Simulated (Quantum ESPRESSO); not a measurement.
# Mg5GaAlS8: one run as intended and one with a planted mistake

Simulated, not a measurement. The program is pw.x of Quantum ESPRESSO 7.5 (plane-wave density functional theory). The cell is made up: 15 atoms on a doubled zincblende/diamond lattice with one site empty, with randomly drawn elements, strain and displacements, not relaxed. PseudoDojo standard norm-conserving files (v0.5 for PBE, v0.4.1 for LDA and PBEsol) set the functional; there is no spin polarisation, spin-orbit coupling or dispersion term, and the masses in the input are unused placeholders.

Intended input:

```
&control calculation='scf', pseudo_dir='./dojo.nc.sr.pbe.v0_5.standard.upf', outdir='./o', disk_io='low', tprnfor=.true., tstress=.true. /
&system ibrav=0, nat=15, ntyp=4, nbnd=63, ecutwfc=84.00895049, nosym=.true., tot_charge=0,
 occupations='smearing', smearing='fd', degauss=0.0018374661
/
&electrons conv_thr=7.350e-09, electron_maxstep=60, /
ATOMIC_SPECIES
Al 1.0 Al.upf
Ga 1.0 Ga.upf
Mg 1.0 Mg.upf
S 1.0 S.upf
CELL_PARAMETERS angstrom
5.6159 0.0259 -0.0289
0.0259 5.6746 -0.0073
-0.0578 -0.0145 11.4946
ATOMIC_POSITIONS angstrom
Mg 0.0428 -0.102 -0.0125
Ga 0.0628 2.6433 2.8847
Mg 2.7588 2.7773 -0.0566
Al -0.0018 -0.0063 5.8884
Mg -0.0051 2.8392 8.6422
Mg 2.8328 -0.0838 8.6328
Mg 2.8423 2.8947 5.8157
S 1.4017 1.4561 1.4949
S 1.4336 4.2517 4.2541
S 4.1469 1.2685 4.3015
S 4.131 4.3278 1.3973
S 1.3987 1.4329 7.2332
S 1.4724 4.2538 9.9079
S 4.1794 1.388 10.0625
S 4.1611 4.2548 7.1596
K_POINTS automatic
4 4 2 1 1 1
```

The log is shortened where brackets say so; the opening notice, blank lines, dates and the lines on written files are dropped, and the path of the files is cut. It prints rydbergs, bohrs and kilobars, and counts compression as positive stress. Where no state is partly filled, the Fermi energy that it prints is only some level between the filled and the empty states on the mesh, and need not lie in the true gap.

Log of the intended run:

```
     Program PWSCF v.7.5
     Parallel version (MPI & OpenMP), running on       4 processor cores
     Number of MPI processes:                 4
     Threads/MPI process:                     1
     [start-up lines left out]
     bravais-lattice index     =            0
     lattice parameter (alat)  =      10.6128  a.u.
     unit-cell volume          =    2471.8609 (a.u.)^3
     number of atoms/cell      =           15
     number of atomic types    =            4
     number of electrons       =       114.00
     number of Kohn-Sham states=           63
     kinetic-energy cutoff     =      84.0090  Ry
     charge density cutoff     =     336.0358  Ry
     scf convergence threshold =      7.3E-09
     mixing beta               =       0.7000
     number of iterations used =            8  plain     mixing
     Exchange-correlation= PBE
                           (   1   4   3   4   0   0   0)
     [axes and pseudopotential details left out]
   Cartesian axes
     site n.     atom                  positions (alat units)
         1        Mg     tau(   1) = (   0.0076210  -0.0181623  -0.0022258  )
         2        Ga     tau(   2) = (   0.0111823   0.4706702   0.5136543  )
         3        Mg     tau(   3) = (   0.4912363   0.4945305  -0.0100783  )
         4        Al     tau(   4) = (  -0.0003205  -0.0011218   1.0484979  )
         5        Mg     tau(   5) = (  -0.0009081   0.5055525   1.5388439  )
         6        Mg     tau(   6) = (   0.5044129  -0.0149216   1.5371702  )
         7        Mg     tau(   7) = (   0.5061045   0.5154349   1.0355528  )
         8        S      tau(   8) = (   0.2495889   0.2592755   0.2661843  )
         9        S      tau(   9) = (   0.2552691   0.7570645   0.7574918  )
        10        S      tau(  10) = (   0.7384036   0.2258711   0.7659320  )
        11        S      tau(  11) = (   0.7355725   0.7706150   0.2488055  )
        12        S      tau(  12) = (   0.2490548   0.2551445   1.2879551  )
        13        S      tau(  13) = (   0.2621779   0.7574384   1.7642165  )
        14        S      tau(  14) = (   0.7441906   0.2471495   1.7917448  )
        15        S      tau(  15) = (   0.7409321   0.7576165   1.2748498  )
     number of k points=    16  Fermi-Dirac smearing, width (Ry)=  0.0018
                       cart. coord. in units 2pi/alat
        k(    1) = (   0.1250670   0.1232972   0.1229295), wk =   0.1250000
        k(    2) = (   0.1238112   0.1229887  -0.1213673), wk =   0.1250000
     [further k points left out]
     Dense  grid:   257103 G-vectors     FFT dimensions: (  64,  64, 128)
     Estimated max dynamical RAM per process >     559.24 MB
     Estimated total dynamical RAM >       2.00 GB
     Initial potential from superposition of free atoms
     starting charge     113.9906, renormalised to     114.0000
     Starting wfcs are   70 randomized atomic wfcs
     total cpu time spent up to now is        6.8 secs
     per-process dynamical memory:   381.1 Mb
     Self-consistent Calculation
     iteration #  1     ecut=    84.01 Ry     beta= 0.70
     Davidson diagonalization with overlap
     ethr =  1.00E-02,  avg # of iterations =  4.9
     Threshold (ethr) on eigenvalues was too large:
     Diagonalizing with lowered threshold
     Davidson diagonalization with overlap
     ethr =  9.93E-04,  avg # of iterations =  1.6
     total cpu time spent up to now is       32.6 secs
     total energy              =    -928.39701145 Ry
     estimated scf accuracy    <       1.08126683 Ry
     iteration #  2     ecut=    84.01 Ry     beta= 0.70
     Davidson diagonalization with overlap
     ethr =  9.48E-04,  avg # of iterations =  5.9
     total cpu time spent up to now is       48.5 secs
     total energy              =    -927.99425504 Ry
     estimated scf accuracy    <       2.77556846 Ry
     [iterations 3 to 11 left out]
     iteration # 12     ecut=    84.01 Ry     beta= 0.70
     Davidson diagonalization with overlap
     ethr =  6.72E-11,  avg # of iterations =  3.6
     total cpu time spent up to now is      192.3 secs
     total energy              =    -928.80607161 Ry
     estimated scf accuracy    <       0.00000001 Ry
     iteration # 13     ecut=    84.01 Ry     beta= 0.70
     Davidson diagonalization with overlap
     ethr =  1.08E-11,  avg # of iterations =  2.1
     total cpu time spent up to now is      205.8 secs
     End of self-consistent calculation
     [lines on levels left out]
     the Fermi energy is     4.5927 ev
!    total energy              =    -928.80607162 Ry
     estimated scf accuracy    <          2.4E-09 Ry
     smearing contrib. (-TS)   =      -0.00000000 Ry
     internal energy E=F+TS    =    -928.80607162 Ry
     The total energy is F=E-TS. E is the sum of the following terms:
     one-electron contribution =    -669.55199535 Ry
     hartree contribution      =     350.15229658 Ry
     xc contribution           =    -173.59513325 Ry
     ewald contribution        =    -435.81123960 Ry
     convergence has been achieved in  13 iterations
     Forces acting on atoms (cartesian axes, Ry/au):
     atom    1 type  3   force =    -0.00587137    0.00148724    0.03395503
     atom    2 type  2   force =    -0.03201040    0.03806033   -0.00965283
     atom    3 type  3   force =     0.01631027    0.01727121    0.03597911
     atom    4 type  1   force =    -0.00257702   -0.00226384   -0.07074401
     atom    5 type  3   force =    -0.01405810   -0.01041904    0.01860228
     atom    6 type  3   force =     0.00508278    0.03636959    0.00813871
     atom    7 type  3   force =    -0.01857601   -0.02647072   -0.06240381
     atom    8 type  4   force =    -0.00680244   -0.01184358   -0.00261633
     atom    9 type  4   force =    -0.04103132    0.00850768    0.04162802
     atom   10 type  4   force =     0.04757793    0.00301128    0.03510579
     atom   11 type  4   force =     0.02949982   -0.04002050    0.01162408
     atom   12 type  4   force =    -0.01745057   -0.03556312   -0.02162110
     atom   13 type  4   force =    -0.02316361   -0.01180359    0.01513781
     atom   14 type  4   force =     0.00643272    0.00109712   -0.02711028
     atom   15 type  4   force =     0.05663733    0.03257997   -0.00602249
     Total force =     0.188302     Total SCF correction =     0.000123
     Computing stress (Cartesian axis) and pressure
          total   stress  (Ry/bohr**3)                   (kbar)     P=      -28.72
  -0.00014542  -0.00000153  -0.00001606          -21.39       -0.23       -2.36
  -0.00000153  -0.00018122   0.00002603           -0.23      -26.66        3.83
  -0.00001606   0.00002603  -0.00025909           -2.36        3.83      -38.11
     init_run     :      6.41s CPU      6.69s WALL (       1 calls)
     electrons    :    197.06s CPU    199.05s WALL (       1 calls)
     forces       :      2.71s CPU      2.79s WALL (       1 calls)
     stress       :      8.58s CPU      8.82s WALL (       1 calls)
     [timing details left out]
     PWSCF        :   3m34.90s CPU   3m37.60s WALL
     JOB DONE.
```

A second run has one planted mistake: the files are those of another functional. The input lines that differ, file-writing options aside:

```
- &control calculation='scf', pseudo_dir='./dojo.nc.sr.pbe.v0_5.standard.upf', outdir='./o', disk_io='low', tprnfor=.true., tstress=.true. /
+ &control calculation='scf', pseudo_dir='./dojo.nc.sr.pbesol.v0_4_1.standard.upf', outdir='./o', disk_io='low', tprnfor=.true., tstress=.true. /
```

Its log:

```
     Program PWSCF v.7.5
     Parallel version (MPI & OpenMP), running on       4 processor cores
     Number of MPI processes:                 4
     Threads/MPI process:                     1
     [start-up lines left out]
     bravais-lattice index     =            0
     lattice parameter (alat)  =      10.6128  a.u.
     unit-cell volume          =    2471.8609 (a.u.)^3
     number of atoms/cell      =           15
     number of atomic types    =            4
     number of electrons       =       114.00
     number of Kohn-Sham states=           63
     kinetic-energy cutoff     =      84.0090  Ry
     charge density cutoff     =     336.0358  Ry
     scf convergence threshold =      7.3E-09
     mixing beta               =       0.7000
     number of iterations used =            8  plain     mixing
     Exchange-correlation= PBESOL
                           (   1   4  10   8   0   0   0)
     [axes and pseudopotential details left out]
   Cartesian axes
     site n.     atom                  positions (alat units)
         1        Mg     tau(   1) = (   0.0076210  -0.0181623  -0.0022258  )
         2        Ga     tau(   2) = (   0.0111823   0.4706702   0.5136543  )
         3        Mg     tau(   3) = (   0.4912363   0.4945305  -0.0100783  )
         4        Al     tau(   4) = (  -0.0003205  -0.0011218   1.0484979  )
         5        Mg     tau(   5) = (  -0.0009081   0.5055525   1.5388439  )
         6        Mg     tau(   6) = (   0.5044129  -0.0149216   1.5371702  )
         7        Mg     tau(   7) = (   0.5061045   0.5154349   1.0355528  )
         8        S      tau(   8) = (   0.2495889   0.2592755   0.2661843  )
         9        S      tau(   9) = (   0.2552691   0.7570645   0.7574918  )
        10        S      tau(  10) = (   0.7384036   0.2258711   0.7659320  )
        11        S      tau(  11) = (   0.7355725   0.7706150   0.2488055  )
        12        S      tau(  12) = (   0.2490548   0.2551445   1.2879551  )
        13        S      tau(  13) = (   0.2621779   0.7574384   1.7642165  )
        14        S      tau(  14) = (   0.7441906   0.2471495   1.7917448  )
        15        S      tau(  15) = (   0.7409321   0.7576165   1.2748498  )
     number of k points=    16  Fermi-Dirac smearing, width (Ry)=  0.0018
                       cart. coord. in units 2pi/alat
        k(    1) = (   0.1250670   0.1232972   0.1229295), wk =   0.1250000
        k(    2) = (   0.1238112   0.1229887  -0.1213673), wk =   0.1250000
     [further k points left out]
     Dense  grid:   257103 G-vectors     FFT dimensions: (  64,  64, 128)
     Estimated max dynamical RAM per process >     559.24 MB
     Estimated total dynamical RAM >       2.00 GB
     Initial potential from superposition of free atoms
     starting charge     113.9910, renormalised to     114.0000
     Starting wfcs are   70 randomized atomic wfcs
     total cpu time spent up to now is        7.3 secs
     per-process dynamical memory:   381.1 Mb
     Self-consistent Calculation
     iteration #  1     ecut=    84.01 Ry     beta= 0.70
     Davidson diagonalization with overlap
     ethr =  1.00E-02,  avg # of iterations =  4.9
     Threshold (ethr) on eigenvalues was too large:
     Diagonalizing with lowered threshold
     Davidson diagonalization with overlap
     ethr =  9.05E-04,  avg # of iterations =  1.8
     total cpu time spent up to now is       33.4 secs
     total energy              =    -927.46453996 Ry
     estimated scf accuracy    <       0.98283659 Ry
     iteration #  2     ecut=    84.01 Ry     beta= 0.70
     Davidson diagonalization with overlap
     ethr =  8.62E-04,  avg # of iterations =  6.1
     total cpu time spent up to now is       49.7 secs
     total energy              =    -927.07718202 Ry
     estimated scf accuracy    <       2.65325956 Ry
     [iterations 3 to 11 left out]
     iteration # 12     ecut=    84.01 Ry     beta= 0.70
     Davidson diagonalization with overlap
     ethr =  6.48E-11,  avg # of iterations =  3.1
     total cpu time spent up to now is      196.3 secs
     total energy              =    -927.83746131 Ry
     estimated scf accuracy    <          9.6E-09 Ry
     iteration # 13     ecut=    84.01 Ry     beta= 0.70
     Davidson diagonalization with overlap
     ethr =  8.41E-12,  avg # of iterations =  2.4
     total cpu time spent up to now is      210.9 secs
     End of self-consistent calculation
     [lines on levels left out]
     the Fermi energy is     4.4406 ev
!    total energy              =    -927.83746131 Ry
     estimated scf accuracy    <          2.0E-09 Ry
     smearing contrib. (-TS)   =      -0.00000000 Ry
     internal energy E=F+TS    =    -927.83746131 Ry
     The total energy is F=E-TS. E is the sum of the following terms:
     one-electron contribution =    -669.73818299 Ry
     hartree contribution      =     349.41625084 Ry
     xc contribution           =    -171.70428956 Ry
     ewald contribution        =    -435.81123960 Ry
     convergence has been achieved in  13 iterations
     Forces acting on atoms (cartesian axes, Ry/au):
     atom    1 type  3   force =    -0.00584204    0.00137936    0.03308974
     atom    2 type  2   force =    -0.02990622    0.03653969   -0.01000244
     atom    3 type  3   force =     0.01605594    0.01704034    0.03506985
     atom    4 type  1   force =    -0.00260056   -0.00222185   -0.06937891
     atom    5 type  3   force =    -0.01375432   -0.01015036    0.01821331
     atom    6 type  3   force =     0.00495047    0.03571189    0.00794008
     atom    7 type  3   force =    -0.01826678   -0.02599435   -0.06106630
     atom    8 type  4   force =    -0.01003910   -0.00841218    0.00095750
     atom    9 type  4   force =    -0.04289690    0.00651346    0.03945225
     atom   10 type  4   force =     0.04962073    0.00417708    0.03304794
     atom   11 type  4   force =     0.03042091   -0.04107387    0.01258855
     atom   12 type  4   force =    -0.01744319   -0.03554783   -0.02137828
     atom   13 type  4   force =    -0.02220855   -0.01156029    0.01427333
     atom   14 type  4   force =     0.00606706    0.00082646   -0.02656810
     atom   15 type  4   force =     0.05584255    0.03277245   -0.00623852
     Total force =     0.185940     Total SCF correction =     0.000113
     Computing stress (Cartesian axis) and pressure
          total   stress  (Ry/bohr**3)                   (kbar)     P=      -43.28
  -0.00024468  -0.00000119  -0.00001416          -35.99       -0.18       -2.08
  -0.00000119  -0.00028011   0.00002413           -0.18      -41.21        3.55
  -0.00001416   0.00002413  -0.00035777           -2.08        3.55      -52.63
     init_run     :      6.54s CPU      6.87s WALL (       1 calls)
     electrons    :    201.68s CPU    203.63s WALL (       1 calls)
     forces       :      3.54s CPU      3.63s WALL (       1 calls)
     stress       :      8.29s CPU      8.53s WALL (       1 calls)
     [timing details left out]
     PWSCF        :   3m40.56s CPU   3m43.29s WALL
     JOB DONE.
```

```
                                            intended run  run with the mistake
                          free energy (eV)    -12637.050            -12623.872
                    smearing term -TS (eV)        0.0000                0.0000
                            pressure (GPa)         -2.87                 -4.33
            largest force component (eV/Å)         1.819                 1.784
largest change of a force component (eV/Å)                               0.092
                                iterations            13                    13
```

For scale, a rerun of the intended cell at 1437 eV and a 6 x 6 x 4 mesh moved values by no more than 0.004 eV in energy, 0.02 GPa in stress and 0.005 eV/Å in force. Files of another functional have another zero of energy, so the energy change says nothing on stability.